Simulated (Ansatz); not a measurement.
AlGa3P4, ordered on the zincblende lattice (R3m) with 8 atoms a cell: a relaxation of cell and atoms in the plane-wave code Ansatz (r2SCAN). It starts from the PBE minimum.

```yaml
crystal:
  lattice:
    - [1.9472768959, 1.1242608401, 12.7140954755]
    - [-1.9472768959, 1.1242608401, 12.7140954755]
    - [0.0, -2.2485216801, 12.7140954755]
  atoms:
    - { symbol: Al, position: [0.9999398611, -6.01389e-05, -6.01389e-05] }
    - { symbol: Ga, position: [0.2499872364, 0.2499872364, 0.2499872364] }
    - { symbol: Ga, position: [0.4999628306, 0.4999628306, 0.4999628306] }
    - { symbol: Ga, position: [0.7500428226, 0.7500428226, 0.7500428226] }
    - { symbol: P, position: [0.3126755142, 0.3126755142, 0.3126755142] }
    - { symbol: P, position: [0.5624678069, 0.5624678069, 0.5624678069] }
    - { symbol: P, position: [0.8125106109, 0.8125106109, 0.8125106109] }
    - { symbol: P, position: [0.0624133172, 0.0624133172, 0.0624133172] }
kpoints:
  mp_grid: { grid: [8, 8, 8] }
hamiltonian:
  xc: r2scan
scf:
  occupations: { method: fermi_dirac, width: 0.02 }
relax:
  f_tol: 0.005
  cell: {}
```

The trajectory has 4 recorded frames, each with positions in Å and forces in eV/Å. Some frames, the last among them, repeat a geometry solved again on a basis re-selected at its cell; pressure is positive in compression.

Step 1: energy 0.0 meV/atom from step 1, largest force component 0.064 eV/Å, pressure -2.19 GPa
```xyz
8
Lattice="1.9473 1.1243 12.7141 -1.9473 1.1243 12.7141 0.0000 -2.2485 12.7141" Properties=species:S:1:pos:R:3:forces:R:3 pbc="T T T"
Al    1.9473    1.1243   12.7118    0.0000    0.0000   -0.0148
Ga    0.0000    0.0000    9.5351    0.0000    0.0000   -0.0032
Ga    0.0000    0.0000   19.0697    0.0000    0.0000    0.0013
Ga    0.0000    0.0000   28.6083    0.0000    0.0000    0.0174
P     0.0000    0.0000   11.9262    0.0000    0.0000   -0.0601
P     0.0000    0.0000   21.4538    0.0000    0.0000   -0.0027
P     0.0000    0.0000   30.9910    0.0000    0.0000   -0.0018
P     0.0000    0.0000    2.3806    0.0000    0.0000    0.0639
```

Question: Estimate where the relaxation ends.

Answer:
Step 2: energy -3.8 meV/atom from step 1, largest force component 0.015 eV/Å, pressure -0.44 GPa
```xyz
8
Lattice="1.9334 1.1163 12.6260 -1.9334 1.1163 12.6260 0.0000 -2.2325 12.6260" Properties=species:S:1:pos:R:3:forces:R:3 pbc="T T T"
Al    1.9334    1.1163   12.6240    0.0000    0.0000   -0.0129
Ga    0.0000    0.0000    9.4637    0.0000    0.0000    0.0075
Ga    0.0000    0.0000   18.9375    0.0000    0.0000    0.0071
Ga    0.0000    0.0000   28.4156    0.0000    0.0000    0.0004
P     0.0000    0.0000   11.8359    0.0000    0.0000   -0.0034
P     0.0000    0.0000   21.3028    0.0000    0.0000   -0.0052
P     0.0000    0.0000   30.7794    0.0000    0.0000   -0.0088
P     0.0000    0.0000    2.3703    0.0000    0.0000    0.0153
```

Step 3: energy -4.0 meV/atom from step 1, largest force component 0.004 eV/Å, pressure +0.02 GPa
```xyz
8
Lattice="1.9299 1.1142 12.6048 -1.9299 1.1142 12.6048 0.0000 -2.2285 12.6048" Properties=species:S:1:pos:R:3:forces:R:3 pbc="T T T"
Al    1.9299    1.1142   12.6023    0.0000    0.0000    0.0028
Ga    0.0000    0.0000    9.4486    0.0000    0.0000   -0.0034
Ga    0.0000    0.0000   18.9063    0.0000    0.0000   -0.0018
Ga    0.0000    0.0000   28.3679    0.0000    0.0000    0.0014
P     0.0000    0.0000   11.8159    0.0000    0.0000   -0.0029
P     0.0000    0.0000   21.2671    0.0000    0.0000    0.0002
P     0.0000    0.0000   30.7270    0.0000    0.0000    0.0042
P     0.0000    0.0000    2.3670    0.0000    0.0000   -0.0003
```

Step 4: energy -3.9 meV/atom from step 1, largest force component 0.004 eV/Å, pressure +0.02 GPa
```xyz
8
Lattice="1.9299 1.1142 12.6048 -1.9299 1.1142 12.6048 0.0000 -2.2285 12.6048" Properties=species:S:1:pos:R:3:forces:R:3 pbc="T T T"
Al    1.9299    1.1142   12.6023    0.0000    0.0000    0.0028
Ga    0.0000    0.0000    9.4486    0.0000    0.0000   -0.0035
Ga    0.0000    0.0000   18.9063    0.0000    0.0000   -0.0019
Ga    0.0000    0.0000   28.3679    0.0000    0.0000    0.0014
P     0.0000    0.0000   11.8159    0.0000    0.0000   -0.0029
P     0.0000    0.0000   21.2671    0.0000    0.0000    0.0002
P     0.0000    0.0000   30.7270    0.0000    0.0000    0.0042
P     0.0000    0.0000    2.3670    0.0000    0.0000   -0.0003
```

In 3 steps the volume changed by -2.6 %; between the first SCF and the last, each on a basis chosen for its cell, the energy fell by 3.9 meV an atom. Final cell: the symmetry is R3m (No. 160, trigonal); a = 3.860 Å, c = 37.815 Å in the conventional setting, 20.33 Å³ an atom. Al is surrounded by 4 P at 2.36–2.37 Å; Ga is surrounded by 4 P at 2.36–2.37 Å; Ga is surrounded by 4 P at 2.36 Å; P is surrounded by 3 Al at 2.36 Å and 1 Ga at 2.37 Å; P is surrounded by 4 Ga at 2.36 Å; P is surrounded by 3 Ga at 2.36 Å and 1 Al at 2.37 Å.

Command: `ansatz run input.yaml --threads 4 --pin off --max-ram 6451MiB --backend cpu --events-out ev --progress --plain --runs-dir out`.

Question: What wall time did it need on 4 threads of AMD EPYC 9R45 96-Core Processor (Zen 5), on a shared host, and what peak of host memory did it reach?

Answer: About 22 s, with a peak of 1.1 GiB.

No spin polarisation. The prototype was imposed, so other structures may be more stable.
